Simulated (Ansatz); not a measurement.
This is a one-shot G0W0 calculation with Ansatz 0.2.0 on ZnSe (F-43m) from a database structure; the level of theory is G0W0@r2SCAN with 336 empty bands, a screening cutoff of 220 eV and a 6×6×6 mesh. The cell was relaxed beforehand with r2SCAN.

```yaml
crystal:
  lattice:
    - [0.0, 2.8324253885, 2.8324253885]
    - [2.8324253885, 0.0, 2.8324253885]
    - [2.8324253885, 2.8324253885, 0.0]
  atoms:
    - { symbol: Zn, position: [0.0, 0.0, 0.0] }
    - { symbol: Se, position: [0.75, 0.75, 0.75] }
kpoints:
  mp_grid: { grid: [6, 6, 6] }
hamiltonian:
  xc: r2scan
scf:
  occupations: { method: fixed }
gw:
  n_empty_bands: 336
  ecut_chi: 220
  qp_bands: [v2, c2]
  qp_kpoints: band_edges
  screening: { model: contour_deformation }
```

In the abridged output below, numbers in square brackets stand for lines, or ends of lines, that were taken out.
```
Pseudopotential: Zn, paw, valence charge 12, recommended cutoff 500 eV (meta_gga)
Pseudopotential: Se, paw, valence charge 16, recommended cutoff 500 eV (meta_gga)
Functional definition: r2SCAN
Crystal: 2 atoms, lattice volume = 45.447 Å³
Basis set: ecut = 500 eV, 1139 PW (Γ)
Bands: 18, of which v1, the nominal top of the filled ones, is band 14 counted from 1 (13 counted from 0)
Symmetry: 24 space group operations
Space group: F-43m (ITA 216)
k-points: 16 of 216 (time reversal used)
preconditioner: auto → none  [insulator: Δε(μ)=1.864 eV  ℏωp=23.4 eV]
Free energy (F): -8805.494646 eV
Fermi energy:    6.488403 eV
--- Band table (eV; the first three rows and the last of 16) ---
  k-point 0: bands = […, -0.2109, 0.1916, 0.1916, 6.4884, 6.4884, 6.4884, 8.3568, 12.8071, 12.8071, 12.8071]
  k-point 1: bands = […, -0.1828, 0.1901, 0.1901, 4.6327, 6.2325, 6.2325, 9.5618, 12.8647, 13.2204, 13.2204]
  k-point 2: bands = […, -0.0240, 0.1982, 0.1982, 2.3965, 5.7953, 5.7953, 9.6882, 13.4736, 13.4736, 14.6018]
  k-point 15: bands = […, 0.1019, 0.2063, 0.4674, 1.7447, 3.8030, 3.8856, 11.3297, 11.7662, 15.3870, 15.6793]
--- G₀W₀: contour deformation, 7 samples at zero and on the imaginary axis and 3 off it, 216 q-points, 336 empty bands' worth ---
    ik  band        ε_KS         Σx   Σc(E_QP)       V_xc       Z   E_QP_lin       E_QP  E_QP is
     0    13      6.4884   -21.9884     1.8994   -19.3530  0.7821     5.7446     5.7524  root
     0    14      6.4884   -21.9884     1.8994   -19.3530  0.7821     5.7446     5.7524  root
     0    15  [1]
     0    16  [2]
     1    13      6.2325   -21.5419     1.9335   -18.8589  0.7808     5.4747     5.4831  root
     1    14      6.2325   -21.5419     1.9335   -18.8589  0.7808     5.4747     5.4831  root
     1    15      9.5618    -9.6322    -4.0034   -13.7409  0.8034     9.6672     9.6670  root
     1    16     12.8647    -7.5563    -4.3771   -12.0466  0.7899    12.9781    12.9778  root
     2    13      5.7953   -20.8485     2.0059   -18.0723  0.7781     5.0156     5.0249  root
     2    14      5.7953   -20.8485     2.0059   -18.0723  0.7781     5.0156     5.0249  root
     2    15      9.6882    -8.7080    -4.0757   -12.9248  0.8057     9.8295     9.8292  root
     2    16     13.4736    -7.0948    -4.4363   -11.6890  0.7865    13.6320    13.6315  root
     3    13      5.6021   -20.5315     2.0337   -17.7202  0.7769     4.8147     4.8245  root
     3    14      5.6021   -20.5315     2.0337   -17.7202  0.7769     4.8147     4.8245  root
     3    15      9.5419    -8.7805    -4.0163   -12.9378  0.8068     9.6831     9.6828  root
     3    16     13.3581    -7.0751    -4.3390   -11.5671  0.7895    13.5115    13.5111  root
     4    13      5.7901   -20.9023     2.0159   -18.1162  0.7781     5.0105     5.0199  root
     4    14  [3]
     4    15     10.2718   -10.4292    -4.0710   -14.6366  0.7968    10.4084    10.4081  root
     4    16  [4]
     6    13      4.5813   -19.9224     2.2732   -16.8360  0.7685     3.7554     3.7681  root
     6    14  [5]
     6    15  [6]
     6    16     12.7026    -7.1105    -4.2810   -11.5024  0.7918    12.8137    12.8134  root
     8    13      5.0262   -19.9431     2.1543   -16.9908  0.7726     4.2169     4.2283  root
     8    14      6.0989   -21.3017     1.9475   -18.5977  0.7800     5.3338     5.3425  root
     8    15     10.6109    -9.5546    -4.3283   -14.0752  0.7957    10.8037    10.8032  root
     8    16     12.7507    -7.7093    -4.2437   -12.0263  0.7926    12.8241    12.8240  root
     9    13  [7]
     9    14  [8]
     9    15     10.3055    -6.8488    -3.7956   -10.6998  0.8109    10.3610    10.3610  root
     9    16     10.8400    -8.7339    -4.0656   -12.9653  0.7996    11.0061    11.0057  root
    12    13      4.2492   -18.4862     2.2638   -15.4145  0.7652     3.4282     3.4414  root
    12    14      4.2492   -18.4862     2.2638   -15.4145  0.7652     3.4282     3.4414  root
    12    15      9.8218    -6.9195    -3.5766   -10.4900  0.8139     9.8157     9.8157  root
    12    16     10.3625    -8.8040    -3.8902   -12.8762  0.8042    10.5448    10.5444  root
```

The points are ik 0 = (0, 0, 0) (Γ), ik 1 = (0, 0, 1/6), ik 2 = (0, 0, 1/3), ik 3 = (0, 0, -1/2), ik 4 = (0, 1/6, 1/6), ik 6 = (0, 1/6, -1/2), ik 8 = (0, 1/6, -1/6), ik 9 = (0, 1/3, 1/3), ik 12 = (0, -1/2, -1/2); band 14 is the last filled one.

**Question.** Give the withheld lines. They hold quasiparticle rows.

**Answer.**
```
[1]
     0    15      8.3568    -9.4534    -3.9363   -13.4375  0.8100     8.4046     8.4046  root
[2]
     0    16     12.8071    -6.9220    -4.3728   -11.4571  0.7934    12.9698    12.9694  root
[3]
     4    14      5.7901   -20.9023     2.0159   -18.1162  0.7781     5.0105     5.0199  root
[4]
     4    16     11.6309    -6.6039    -4.1419   -10.8495  0.8035    11.7347    11.7346  root
[5]
     6    14      5.2106   -20.0031     2.1103   -17.1010  0.7740     4.4081     4.4188  root
[6]
     6    15     10.6198    -9.0124    -4.1245   -13.3071  0.8002    10.7904    10.7900  root
[7]
     9    13      4.7109   -19.3695     2.2204   -16.3433  0.7694     3.8929     3.9052  root
[8]
     9    14      4.7109   -19.3695     2.2204   -16.3433  0.7694     3.8929     3.9052  root
```
The trailing digits, and the zero of the energies, depend on the potentials and thresholds.

Wall time 51 s on 1 × NVIDIA H100 80GB HBM3 with 4 threads of AMD EPYC 7R13 Processor (Zen 3), on a shared host, load about 3.0 per core; peak host memory 2 GiB.

Spin-unpolarised throughout; all numbers are computed.

Spin-orbit coupling is left out.

With a shallow d shell on the cation, G0W0 converges slowly in bands and cutoff, so these values are in doubt.
